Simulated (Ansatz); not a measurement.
BAs (NiAs type, P6_3/mmc), the program Ansatz at the PBE level (PAW), all energies at zero smearing, with the estimated change up to a 700 eV cutoff added, with one set of potentials and settings (totals compare only within such a set). Cell of 4 atoms (2 B, 2 As): -10020.208 eV.

| element | reference phase | E (eV/atom) |
|---|---|---|
| B | R-3m, 12 atoms in the cell | -155.9161 |
| As | R-3m, 2 atoms in the cell | -4856.1377 |

Formation energy per atom, worked out: (-10020.208 − 2×(-155.9161) − 2×(-4856.1377))/4 = 0.975 eV/atom (94 kJ per mol of atoms), at 0 K, without zero-point energy or fitted corrections.

The start of the workflow was typed in or built on a structure type; neither database checked (COD, Materials Project) lists it. It is not the phase usual at ambient conditions (space group No. 216). The cell was relaxed with PBE under the symmetry of its start; whether a distortion lowers the energy is not shown. Its formation energy is positive at this level, so the cell may be metastable or incomplete. The references are the lowest solids computed at this level, not always the standard phases.

Potentials: the later of the program's two PAW sets.
